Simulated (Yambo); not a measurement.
Material: PbSe (rock salt, space group Fm-3m, No. 225) under isotropic strain of -3 % on all lattice vectors; a = 4.182 Å, b = 4.182 Å, c = 4.182 Å, α = 60.00°, β = 60.00°, γ = 60.00° (2 atoms in the cell). The PBEsol cell relaxed from Materials Project entry mp-2201 was given an isotropic strain of -3 % on all lattice vectors, and the atoms were relaxed again.

With PBE (stringent potentials; Quantum ESPRESSO, PseudoDojo norm-conserving, 104 Ry, scalar-relativistic), the gap between the mesh's edge points (L → L) is 0.101 eV.

**Question.** What does a G0W0 run in Yambo give for it (4×4×4 Γ-centred k mesh, bands 14 to 267 and a 15 Ry block in the screening, 267 bands in G with the Bruneval-Gonze terminator, plasmon pole fitted at 27.2 eV)?

**Answer.** The correction is 0.053 eV, giving 0.154 eV.  Convergence of the G0W0 settings was not tested. Spin-orbit coupling is left out; with 6p states at a band edge it can lower the gap by many tenths of an eV, most of a small gap. So small a PBE gap in heavy elements may be inverted, where one-shot corrections to single bands mislead.
